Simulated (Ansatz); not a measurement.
WS₂:
```cif
data_S4W2
_chemical_formula_sum 'W2 S4'
_space_group_name_H-M_alt 'P63/mmc'
_space_group_IT_number 194
_space_group_name_Hall '-P 6c 2c'
_cell_length_a 3.17171
_cell_length_b 3.17171
_cell_length_c 12.55165
_cell_angle_alpha 90.000
_cell_angle_beta 90.000
_cell_angle_gamma 120.000
loop_
_atom_site_label
_atom_site_type_symbol
_atom_site_symmetry_multiplicity
_atom_site_Wyckoff_symbol
_atom_site_fract_x
_atom_site_fract_y
_atom_site_fract_z
_atom_site_occupancy
W1 W 2 c 0.33333 0.66667 0.25000 1
S1 S 4 f 0.66667 0.33333 0.12567 1
```

Relaxed with r²SCAN+D4. Plane-wave PAW r²SCAN+D4 (Ansatz code) gives a gap of 1.18 eV.

**Question.** What gap does HSE06 give on the same cell (Ansatz, PAW)?

**Answer.** 1.60 eV, 0.42 eV more. The hybrid was solved on a coarser mesh and at special points; its gap is the smallest among all of these.

```csv
k,v1 r²SCAN+D4,c1 r²SCAN+D4,v1 HSE06,c1 HSE06
Γ,0.00,2.44,0.00,2.99
A,-0.33,2.44,[?],[?]
K,-0.60,1.29,-0.57,1.67
H,-0.69,1.29,[?],[?]
M,-1.58,2.37,[?],[?]
L,-1.65,2.39,[?],[?]
```

**Question.** Top valence (v1) and lowest conduction level (c1) in eV from each method's valence maximum (which need not be a listed point): supply the withheld HSE06 values.

**Answer.** 
- L, v1 HSE06: -1.80
- L, c1 HSE06: 2.94
- A, v1 HSE06: -0.36
- A, c1 HSE06: 2.98
- H, v1 HSE06: -0.67
- H, c1 HSE06: 1.67
- M, v1 HSE06: -1.73
- M, c1 HSE06: 2.92

Cost on shared cores: the r²SCAN+D4 run (SCF on a 10×10×3 mesh, then bands and DOS) about 100 core-seconds (a rough figure), the HSE06 run (SCF on 6×6×2, then a few points) around 3 core-minutes (rough); the tasks are unlike.

Space group P6_3/mmc. The cell was relaxed with r²SCAN+D4 under the symmetry of its start; of distortions, only those at the zone centre were tested. The run is not spin-polarised. Spin–orbit coupling is left out wherever it is not named.

Potentials: the later of the program's two PAW sets.
